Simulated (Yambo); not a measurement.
Yambo run on NaYS2 (space group R-3m, No. 166). The wavefunctions come from this Quantum ESPRESSO step (LDA, PseudoDojo standard norm-conserving files, scalar-relativistic):

```
&CONTROL
  calculation = 'nscf'
  pseudo_dir = './pseudo'
  outdir = './out'
/
&SYSTEM
  ibrav = 0
  nat = 4
  ntyp = 3
  ecutwfc = 88.0
  ecutrho = 352.0
  occupations = 'fixed'
  force_symmorphic = .true.
  nbnd = 131
/
&ELECTRONS
  conv_thr = 4e-09
  diago_full_acc = .true.
  diago_thr_init = 1e-08
/
ATOMIC_SPECIES
Na 22.9898 Na.upf
S 32.0600 S.upf
Y 88.9058 Y.upf
CELL_PARAMETERS angstrom
  1.949018694020   1.125266467648   6.456809101000
 -1.949018694020   1.125266467648   6.456809101000
 -0.000000000000  -2.250532935296   6.456809101000
ATOMIC_POSITIONS crystal
Na   0.000000000000   0.000000000000   0.000000000000
S   0.243724370500   0.243724370500   0.243724370500
S   0.756275629500   0.756275629500   0.756275629500
Y   0.500000000000   0.500000000000   0.500000000000
K_POINTS automatic
4 4 4 0 0 0
```

Yambo input:

```
rim_cut
gw0
dyson
el_el_corr
HF_and_locXC
ppa
em1d
RandQpts= 1000000
RandGvec= 1 Ry
EXXRLvcs= 88 Ry
VXCRLvcs= 352 Ry
Chimod= "HARTREE"
% BndsRnXp
 3 | 129 |
%
NGsBlkXp= 7 Ry
% LongDrXp
 1.0 | 1.0 | 1.0 |
%
PPAPntXp= 27.2114 eV
% GbndRnge
 1 | 129 |
%
GTermKind= "BG"
DysSolver= "n"
ExtendOut
% QPkrange
 1 | 1 | 16 | 17 |
 7 | 7 | 16 | 17 |
%
```

k points by index: 1 = Γ, 7 = F.

Table of the .qp output:

```
#    K-point    Band    Eo [eV]    E [eV]    E-Eo [eV]    Vxc [eV]    Vnlxc [eV]    Sc|Eo [eV]    Sc|E [eV]    dSc/dw|Eo [eV]    Re(Z)    Im(Z)
#
    1    16    0.000000    -0.922649    -0.922649    -13.20556    -16.16655    1.787022    2.038340    -7.411170    0.785941    -0.001477
    1    17    3.366015    4.386605    1.020590    -12.27044    -6.628215    -4.386033    -4.621636    -6.281073    0.812462    -0.001047
    7    16    -0.865087    -1.845176    -0.980089    -12.78996    -16.10850    2.074150    2.338456    -7.335497    0.787649    -0.003579
    7    17    2.005796    2.761059    0.755264    -10.84769    -6.225021    -3.699034    -3.867404    -6.065293    0.817729    -0.001268
```
(The two width columns are left out.) Convergence of these settings isn't established.

Geometry relaxed with LDA.
